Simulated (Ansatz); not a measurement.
## Ansatz 0.2.0, relaxation: W

The command:

```bash
ansatz run input.yaml --threads 2 --pin off --max-ram 2560MiB --backend cpu --events-out ev --progress --plain --runs-dir out
```

The input file (Ansatz 0.2.0, plane waves):

```yaml
crystal:
  lattice:
    - [1.7943718, 3.10794169, 0.0]
    - [-1.7943718, 3.10794169, 0.0]
    - [-1.7943718, 1.03597823, 3.13102268]
  atoms:
    - { symbol: W, position: [0.238, 0.524, 0.714] }
    - { symbol: W, position: [0.762, 0.476, 0.286] }
  symmetry: { tolerance: 0.0003 }
kpoints:
  mp_grid: { grid: [9, 9, 9], shift: [0, 0, 0] }
magnetization:
  spin_polarized: false
scf:
  occupations: { method: gaussian, width: 0.2579 }
  lower_state_search: "off"
hamiltonian:
  pseudopotentials: { kind: paw }
  xc: r2scan
basis:
  ecutwfc: 500
  fft_grid_basis: typed
relax:
  max_steps: 40
  cell: { p_target: 0.0 }
  f_tol: 0.03
output:
  forces: true
  stress: true
  eigenvalues: true
  bader: true
  populations: true
  elf: true
  write_potential: true
  volumetric_format: npy
  dos:
    e_range: [-12, 8]
    de: 0.05
    projected: { site_lists: { W: [W] } }
  write_density: true
checkpoint:
  read: saved_state
```

Origin of the cell: a known structure type with other elements, at an estimated volume, so it need not be a known compound.

The saved state is a converged single point of the same cell.

Steps («new basis» is an SCF on plane waves selected anew at the same cell):

```tsv
step	ΔF (meV/atom)	max force component (eV/Å)	P (GPa)	volume (Å³)	SCF iterations	step was
1	0.0	2.704	13.15	34.92	5	accepted
2	-221.0	0.222	-3.79	36.52	7	accepted
3	-389.5	0.367	-3.82	35.92	7	accepted
4	-605.2	0.711	-2.61	35.09	7	accepted
5	-828.9	1.216	0.33	34.07	7	accepted
6	-1067.7	0.067	4.16	32.81	7	accepted
7	-1178.3	0.002	6.21	32.20	6	accepted
8	-1209.5	0.001	-1.21	32.75	6	accepted
9	-1209.9	0.000	0.08	32.61	4	accepted
10	-1209.9	0.000	0.00	32.62	2	accepted
11	-1216.8	0.000	0.66	32.62	7	new basis
12	-1217.3	0.000	0.13	32.66	4	accepted
13	-1217.3	0.000	0.02	32.67	4	accepted
14	-1217.3	0.000	0.02	32.67	4	new basis
15	-1217.3	0.000	0.00	32.67	3	accepted
16	-1217.3	0.000	0.00	32.67	4	new basis
```

Before:

Space group R-3m (No. 166); the run's cell has a = 3.589 Å, b = 3.589 Å, c = 3.755 Å, α = 61.45°, β = 90.00°, γ = 60.00°. Shortest distances: W–W 2.47 Å.

The relaxed structure.

Space group R-3m (No. 166); the run's cell has a = 2.990 Å, b = 2.990 Å, c = 4.559 Å, α = 70.86°, β = 90.00°, γ = 60.00°. Shortest distances: W–W 2.73 Å.

```
CELL_PARAMETERS angstrom
1.49492 2.58929 0.00000
-1.49492 2.58929 0.00000
-1.49492 0.86309 4.21966
ATOMIC_POSITIONS crystal
W 0.25000 0.50000 0.75000
W 0.75000 0.50000 0.25000
```

| Property | Result |
| --- | --- |
| Free energy lowered by | 1217.3 meV/atom |
| Volume change | -6.46 % |
| Final pressure | 0.00 GPa |
| Relaxation steps listed | 16 |

Caveats: no moments, though an odd count or open d shells may carry them; no spin-orbit coupling, though heavy elements are present; the relaxation held the start's symmetry, so the end may be a saddle point; wide smearing.

Time: 78 s on 2 threads of Arm Neoverse V1 (shared host), peak memory 0.44 GiB, from a saved density.
